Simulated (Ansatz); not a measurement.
Q: Name crystals whose computed values (LDA (plane waves, PAW; program Ansatz)) fall in these windows: B₀ by P(V) fit (GPa) 17 to 23; Θ_D (K) 170 to 210.

A: 

```csv
crystal,B₀ by P(V) fit (GPa),Θ_D (K)
"CdCl2, R-3m (Cd on 3a, Cl on 6c)",20.5,189
"KBr, rock salt",20.3,186
"NaI, rock salt",20.8,173
"SnO, Pmn2_1 (Sn on 2a, O on 2a)",22.4,202
"RbCl, rock salt",21.8,185
```
Others may fit too.

Not the usual ambient phase: SnO, Pmn2_1 (Sn on 2a, O on 2a). Standing as an ambient phase not checked: CdCl2, R-3m (Cd on 3a, Cl on 6c). Weakly bound layers, chains or molecules computed without a dispersion correction, so cells and soft constants are ill determined: CdCl2, R-3m (Cd on 3a, Cl on 6c); SnO, Pmn2_1 (Sn on 2a, O on 2a). All cells were relaxed under the symmetry of their starts (and spin orders); stability against distortions was not tested throughout. Spin–orbit coupling is left out wherever it is not named.

Potentials: the later of the program's two PAW sets.
